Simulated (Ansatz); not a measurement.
SiC:
Space group F-43m (No. 216); a = 4.329 Å, b = 4.329 Å, c = 4.329 Å, α = 90.00°, β = 90.00°, γ = 90.00°

| atom | site | symmetry | x | y | z |
|---|---|---|---|---|---|
| Si | 4c | -43m | 0.2500 | 0.2500 | 0.2500 |
| C | 4a | -43m | 0.0000 | 0.0000 | 0.0000 |
(The calculation used a cell of 2 atoms; values per cell refer to that cell.)

Relaxed with LDA.

Problem. Which orbitals make up the states near the band edges in LDA (plane waves, PAW; program Ansatz)?

Solution. Top 1 eV of the valence band: C 2p 83 %, Si 3p 13 %. Bottom 1 eV of the conduction band: Si 3p 48 %, C 2s 29 %, C 2p 6 %, outside the projected shells 15 %. Projections are on Löwdin-orthogonalised atomic valence shells; empty p or d shells of many metals are not among them.

Problem. Tabulate the density of states.

Solution. States/eV per cell of 2 atoms, in 0.25 eV bins, energy from the valence-band maximum.

```tsv
E (eV)	total	C 2p	Si 3p	Si 3s
-7.85	0.35	0.17	0.10	0.07
-7.60	0.59	0.29	0.12	0.15
-7.35	1.09	0.53	0.17	0.33
-7.10	1.12	0.53	0.17	0.34
-6.85	0.61	0.28	0.12	0.14
-6.60	0.47	0.22	0.09	0.09
-6.35	0.39	0.18	0.08	0.07
-6.10	0.34	0.16	0.07	0.05
-5.85	0.31	0.14	0.06	0.04
-5.60	0.41	0.21	0.11	0.04
-5.35	0.64	0.34	0.20	0.05
-5.10	0.70	0.38	0.22	0.05
-4.85	0.67	0.37	0.20	0.05
-4.60	0.66	0.37	0.19	0.05
-4.35	0.70	0.39	0.21	0.05
-4.10	0.73	0.42	0.22	0.05
-3.85	0.79	0.46	0.24	0.05
-3.60	0.85	0.51	0.26	0.05
-3.35	0.99	0.60	0.31	0.04
-3.10	1.12	0.70	0.34	0.04
-2.85	1.10	0.70	0.32	0.03
-2.60	1.07	0.70	0.30	0.03
-2.35	1.05	0.71	0.29	0.03
-2.10	1.04	0.72	0.27	0.02
-1.85	1.04	0.74	0.25	0.02
-1.60	1.03	0.75	0.23	0.01
-1.35	1.02	0.77	0.21	0.01
-1.10	0.94	0.73	0.17	0.01
-0.85	0.66	0.53	0.10	0.01
-0.60	0.51	0.42	0.07	0.00
-0.35	0.38	0.33	0.04	0.00
-0.10	0.17	0.15	0.01	0.00
0.15	0.00	0.00	0.00	0.00
0.40	0.00	0.00	0.00	0.00
0.65	0.00	0.00	0.00	0.00
0.90	0.00	0.00	0.00	0.00
1.15	0.00	0.00	0.00	0.00
1.40	0.01	0.00	0.01	0.00
1.65	0.05	0.00	0.02	0.00
1.90	0.08	0.00	0.04	0.00
2.15	0.10	0.01	0.05	0.00
2.40	0.13	0.01	0.06	0.00
2.65	0.17	0.02	0.08	0.00
2.90	0.20	0.03	0.09	0.01
3.15	0.24	0.03	0.11	0.01
3.40	0.28	0.04	0.12	0.01
3.65	0.32	0.05	0.14	0.01
3.90	0.36	0.07	0.16	0.02
4.15	0.42	0.08	0.18	0.02
4.40	0.50	0.10	0.21	0.03
4.65	0.64	0.14	0.25	0.05
4.90	0.91	0.24	0.34	0.06
5.15	0.83	0.20	0.31	0.07
5.40	0.73	0.15	0.28	0.08
5.65	0.85	0.13	0.29	0.13
5.90	0.75	0.11	0.25	0.13
6.15	0.58	0.09	0.19	0.11
```

The cell was relaxed with LDA under the symmetry of its start; phonons on a q-mesh show no instability.

Potentials: the earlier of the program's two PAW sets.
